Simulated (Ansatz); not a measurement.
# Zone-centre phonons of PtSe2 at 4 GPa: input and output

Computed with DFT PBE+D3(BJ), scalar-relativistic, plane waves, PAW in Ansatz.

Launched with:
```bash
ansatz run input.yaml --threads 1 --pin off --max-ram 3072MiB --backend cpu --events-out ev --progress --plain --runs-dir out
```

Input (bare energies are in eV):
```yaml
crystal:
  lattice:
    - [3.7461166781, 0.0, 0.0]
    - [-1.8730583391, 3.2442322087, 0.0]
    - [0.0, 0.0, 4.638283574]
  atoms:
    - { symbol: Pt, position: [0.0, 0.0, 0.0] }
    - { symbol: Se, position: [0.3333333333, 0.6666666667, 0.2746516144] }
    - { symbol: Se, position: [0.6666666667, 0.3333333333, 0.7253483856] }
basis:
  ecutwfc: 420
kpoints:
  mp_grid: { grid: [12, 12, 10] }
hamiltonian:
  xc: pbe
  dispersion: d3bj
scf:
  occupations: { method: fermi_dirac, width: 0.15 }
output:
  eigenvalues: true
phonons:
  method: dfpt
  eigenvectors: true
```

The end of the output:
```
--- Phonons (Γ-DFPT): 4 representative perturbations + reference, on 398 of 1440 k-points (Σ response iterations 12) ---
  k mesh reduced under 2 symmetry operations, with k and −k counted as one. Each operation leaves every solved perturbation unchanged. A smaller set is not used because it would not reduce the number of displacements ...
  ASR residual: 8.628e-4 → 0.000e0 eV/Å²; symmetrization residual: 4.882e-5 eV/Å²
  pairwise dispersion correction: d3bj (s6 = 1.0, s8 = 0.7875, a1 = 0.4289, a2_bohr = 4.4407), with the weights of each atom's references fixed at the reference crystal's, and the forces and stress that the weights' published response gives ...
  ASR residual per site (eV/Å²): 8.63e-4 2.24e-4 2.24e-4
  Γ frequencies (cm⁻¹): 0.00 0.00 0.00 158.77 158.77 215.36 218.48 220.73 220.73
  non-analytic LO–TO correction: not included (Born effective charges unavailable; polar crystals: no LO–TO splitting at Γ)
```

Time: 2.5 min on 1 thread of Intel(R) Xeon(R) 6975P-C (Granite Rapids), with other jobs on the host, peak memory 2 GiB.

In a metal, frequencies and elastic constants depend on the k mesh and the smearing, soft modes and shear constants most. Spin–orbit coupling is left out, which matters for heavy elements. A semilocal functional can close a gap that the real compound has.